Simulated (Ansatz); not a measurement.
# SCF log, FeO

The cell (2 atoms) is FeO as a measured crystal structure (space group Fm-3m). Source: COD entry 1011169; the sample's temperature and pressure aren't taken into account, and it need not be the stable phase.

Theory: DFT, PBE+U, PAW, plane waves, scalar-relativistic (Ansatz).

Input:

```yaml
crystal:
  lattice:
    - [0.0, 2.166, 2.166]
    - [2.166, 0.0, 2.166]
    - [2.166, 2.166, 0.0]
  atoms:
    - { symbol: Fe, position: [0.0, 0.0, 0.0], spin: 3.81 }
    - { symbol: O, position: [0.5, 0.5, 0.5] }
magnetization:
  spin_polarized: true
  initial_magnetization: 3.81
  spin_locking: { lock_magnetization: hard }
hamiltonian:
  xc: pbe
  pseudopotentials: { kind: paw }
  hubbard: { sites: [{ species: Fe, l: d, u_eff: 5.3 }] }
basis:
  ecutwfc: 420
kpoints:
  mp_grid: { grid: [9, 9, 9] }
scf:
  occupations: { method: fermi_dirac, width: 0.05 }
  lower_state_search: "off"
  max_iter: 150
output:
  forces: true
  stress: true
```

Output (shortened):

```
Warning: output.stress: scf.convergence.dr2_threshold = 1e-7 eV (the SCF's general default) is looser than the 2e-10 eV advised for a printed stress (1e-10 eV for each atom of the cell: 2). [...]
Fe: projections on atomic orbitals take those of the free atom [Ne] 3s2 3p6 3d6 4s2, of charge +0.00 (hamiltonian.pseudopotentials.projection_atoms); the dataset's partial waves leave at most 1.1e-6 of an orbital's norm unspanned inside its sphere
O: projections on atomic orbitals take those of the free atom [He] 2s2 2p4, of charge +0.00 (hamiltonian.pseudopotentials.projection_atoms); the dataset's partial waves leave at most 1.9e-8 of an orbital's norm unspanned inside its sphere
Pseudopotentials: kind: paw
Pseudopotential: Fe, paw, valence charge 16, recommended cutoff 420 eV (normal), Fe.paw.azcp
Pseudopotential: O, paw, valence charge 6, recommended cutoff 420 eV (normal), O.paw.azcp
Functional definition: PBE
Crystal: 2 atoms, lattice volume = 20.324 Å³
Basis set: ecut = 420 eV, 411 PW (Γ), exchange–correlation on 48×48×48 points (8 copies of the dense FFT grid, shifted against one another)
Bands: 17, of which v1, the nominal top of the filled ones, is band 11 counted from 1 (10 counted from 0)
Symmetry: 48 space group operations
Space group: Fm-3m (ITA 225), of the structure as read, at distance tolerance 2.7e-5 Å
Magnetic group: BNS 225.116 (UNI 1618), of the structure as read, at distance tolerance 2.7e-5 Å
k-points: 35 of 729
Non-local potential: Fe, projectors of the file, l = 0: 3, l = 1: 2, l = 2: 3, l = 3: 1
Non-local potential: O, projectors of the file, l = 0: 2, l = 1: 2, l = 2: 1
Initial density: superposition of atomic densities (chi_scale 0.1, normalization cell, long waves kept (reshape's long-wave potential 0.00 eV rms))
Starting moments: Σ|m| = 3.81 μB on 1 of 2 sites
Initial wavefunctions: pseudopotential atomic-orbital guess
Functional: x = pbe(κ = 0.804, μ = 0.2195149727645171), c = pbe(β = 0.06672455060314922)
SCF iter   1: F=—  HF=-5044.828718 eV  |F-HF|=—  |Δ(HF+E_count)|=         —  Δρ=9.57e-2 (↑7.86e-2 ↓9.57e-2)  dr2=4.68e0  dr2_m=1.19e-1  M=3.810 μB ∫|m|=3.810 μB  β_m=0.30  ethr=3.10e-3  ⟨swp⟩=4.4  Hψ=4934  notcnv=0
preconditioner: auto → none  [metal: Δε(μ)=0.081 eV  Ē_g=12.243 eV  σ=0.050 eV  W_gap=0.34  n_scr=8 (ndim 8)  ℏωp=30.8 eV  f_vac=0.000  D(μ)=2.56/eV (n_scr^D=26)  sad-step TF]
SCF iter   2: F=—  HF=-5044.163255 eV  |F-HF|=—  |Δ(HF+E_count)|=   6.65e-1  Δρ=3.45e-2 (↑3.45e-2 ↓3.04e-2)  dr2=4.58e-1  dr2_m=6.17e-2  M=3.810 μB ∫|m|=3.810 μB  β_m=0.37  ethr=3.10e-3  ⟨swp⟩=2.9  Hψ=2827  notcnv=0  defer=23
SCF iter   3: F=—  HF=-5044.348938 eV  |F-HF|=—  |Δ(HF+E_count)|=   1.86e-1  Δρ=1.76e-2 (↑1.51e-2 ↓1.76e-2)  dr2=5.50e-2  dr2_m=2.13e-2  M=3.810 μB ∫|m|=3.815 μB  β_m=0.55  ethr=2.08e-3  ⟨swp⟩=2.0  Hψ=2051  notcnv=0  defer=28
SCF iter   4: F=—  HF=-5044.505419 eV  |F-HF|=—  |Δ(HF+E_count)|=   1.56e-1  Δρ=8.57e-3 (↑6.46e-3 ↓8.57e-3)  dr2=3.28e-2  dr2_m=1.68e-3  M=3.810 μB ∫|m|=3.829 μB  β_m=0.51  ethr=2.50e-4  ⟨swp⟩=3.2  Hψ=2350  notcnv=0  defer=26
SCF iter   5: F=—  HF=-5044.506902 eV  |F-HF|=—  |Δ(HF+E_count)|=   1.48e-3  Δρ=3.30e-3 (↑1.35e-3 ↓3.30e-3)  dr2=2.91e-3  dr2_m=3.33e-4  M=3.810 μB ∫|m|=3.832 μB  β_m=0.75  ethr=1.49e-4  ⟨swp⟩=2.0  Hψ=1997  notcnv=0  defer=26
SCF iter   6: F=—  HF=-5044.508259 eV  |F-HF|=—  |Δ(HF+E_count)|=   1.36e-3  Δρ=1.06e-3 (↑8.82e-4 ↓1.06e-3)  dr2=5.15e-4  dr2_m=8.16e-6  M=3.810 μB ∫|m|=3.834 μB  β_m=0.73  ethr=1.32e-5  ⟨swp⟩=2.2  Hψ=2242  notcnv=0  defer=44
SCF iter   7: F=—  HF=-5044.508228 eV  |F-HF|=—  |Δ(HF+E_count)|=   3.12e-5  Δρ=2.09e-4 (↑1.24e-4 ↓2.09e-4)  dr2=1.47e-5  dr2_m=6.92e-7  M=3.810 μB ∫|m|=3.834 μB  β_m=0.84  ethr=2.34e-6  ⟨swp⟩=2.1  Hψ=1561  notcnv=0  defer=44
SCF iter   8: F=—  HF=-5044.508228 eV  |F-HF|=—  |Δ(HF+E_count)|=   7.56e-7  Δρ=3.45e-5 (↑1.56e-5 ↓3.45e-5)  dr2=2.61e-7  dr2_m=6.47e-8  M=3.810 μB ∫|m|=3.834 μB  β_m=0.92  ethr=6.69e-8  ⟨swp⟩=2.0  Hψ=1491  notcnv=0  defer=44
iter 9 met the thresholds in force, and the SCF goes on: an eigenvalue changes by 0.53 meV, over its tolerance of 0.50 meV (output.eigenvalues, Limitations)
SCF iter   9: F=-5044.508229 eV  HF=-5044.508229 eV  |F-HF|=8.79e-9  |Δ(HF+E_count)|=   6.96e-8  Δρ=8.01e-6 (↑2.76e-6 ↓8.01e-6)  dr2=1.40e-8  dr2_m=2.69e-9  M=3.810 μB ∫|m|=3.834 μB  β_m=0.96  ethr=4.55e-10  ⟨swp⟩=4.0  Hψ=3443  notcnv=0
SCF iter  10: F=-5044.508229 eV  HF=-5044.508229 eV  |F-HF|=1.64e-11  |Δ(HF+E_count)|=  3.32e-10  Δρ=7.42e-7 (↑7.42e-7 ↓4.13e-7)  dr2=7.80e-11  dr2_m=4.02e-11  M=3.810 μB ∫|m|=3.834 μB  ethr=6.35e-11  ⟨swp⟩=2.0  Hψ=3399  notcnv=0
the last iteration of the SCF fills more bands at one k-point than at another: 11 at σ=↑ k=4 and 13 at σ=↑ k=0; 8 at σ=↓ k=4 and 11 at σ=↓ k=0 (a band counts as filled where it holds over half of its capacity, the bands of one level by their mean; [...]
SCF 1 converged in 10 iterations: F = -5044.508229 eV  dr2 = 7.80e-11
  greatest PAW one-centre occupation: 1.005 electrons in one spin orbital (limit 2), on the Fe atom at site 0 (counted from 0), in its partial waves of l = 1
SCF converged after 10 iterations
Stability checked in part: among states of this total moment the steps that led to this state did not find it unstable. No probe was made; neither looks for a lower state of another moment (fixed_total_moment; see scf.lower_state_search)
an eigenvalue changed by more than its tolerance at an iteration that met the thresholds in force, so the SCF went on 1 time: the last check found none over its tolerance
Magnetization: 3.8100 μB (12.9050 up, 9.0950 down)
Absolute magnetization: 3.8341 μB (∫|ρ↑−ρ↓|, with the PAW one-centre terms)
Spin contamination: 0.0431 ħ² per cell (⟨S²⟩ above its minimum at these occupations)
Per-site moments (μB) at R_I (Å): [(3.4551, 0.8934), (0.1361, 0.8934)]
Free energy (F): -5044.508229 eV
Harris-Foulkes:  -5044.508229 eV  (|F-HF|=1.64e-11)
Internal energy: -5044.494577 eV  (E = F + TS)
E sigma→0 (E₀):  -5044.501403 eV
Entropy (-TS):   -0.013651 eV (-6.826 meV/atom)
Fermi energy:    13.823313 (↑ 12.846932, ↓ 14.799693) eV
--- Per-component energies (eV) ---
  E_band       = -285.835207
  E_kinetic    = 514.255527
  E_local      = -2615.810429  (includes V_loc(G=0)·N_el)
  E_nonlocal   = 279.252343
  E_hartree    = 1065.093720
  E_xc         = -187.802890
  E_vxc        = -240.809875  (∫ρ·V_xc dr)
  E_hubbard    = 2.432022  (on-site DFT+U / exact-exchange correction)
  E_vhub       = -11.872142  (the Hubbard potential's part of the band-sum identity)
  E_paw        = -1529.114553  (= ΣΔE_a)
  E_vpaw       = -341.042137  (= ΣTr[D̂ρ^β])
  E_aug_tail   = 0.003553  (compensation charges beyond the density's cutoff)
  E_ewald      = -2572.803870
  E_smearing   = -0.013651  (= −TS)
  E_closure    = -0.000000  (closes the sum)
  Σ components = -5044.508229   (vs F -5044.508229, Δ=0.00e0)
--- Forces (eV/Å), atoms counted from 1 ---
  atom   1  Fe    -0.00000000     0.00000000    -0.00000000
  atom   2  O      0.00000000    -0.00000000     0.00000000
  max |Σ_I F_I| component: 2.35e-29 eV/Å
--- Stress (GPa, compression-positive) ---
        0.011430      -0.000000       0.000000
        0.000000       0.011430      -0.000000
       -0.000000      -0.000000       0.011430
  P = ⅓ Tr σ = 0.0114 GPa (0.114 kbar)
```

A static U favours moments and orbital order; the result depends on U and need not be the measured state. For a metal this mesh leaves errors of several meV/atom.

The run took 5.9 s on 2 threads of x86-64 server CPU, with other jobs on the host, peak memory 0.32 GiB.
